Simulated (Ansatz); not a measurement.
NiGe (Pnma), relaxed with PBE (Ansatz, a program for electronic structure, plane waves, PAW): a = 5.377 Å, b = 3.497 Å, c = 5.840 Å, α = 90.00°, β = 90.00°, γ = 90.00°.

| Property | Result |
|---|---|
| ΔH_f (eV/atom) | -0.30 |

Q: The same phase is relaxed and computed with r²SCAN in the same code. What are the cell and these values now?

A: a = 5.275 Å, b = 3.468 Å, c = 5.815 Å, α = β = γ = 90.00°.

* **ΔH_f (eV/atom)**: -0.27

All cells were relaxed under the symmetry of their starts (and spin orders); stability against distortions was not tested throughout. Rows with no word on spin ran without spin polarisation. Spin–orbit coupling is left out wherever it is not named.

Potentials: the later of the program's two PAW sets.

Ansatz is a plane-wave DFT program.

Formation energies count from the lowest solids of the elements computed at the same level, not from gases.
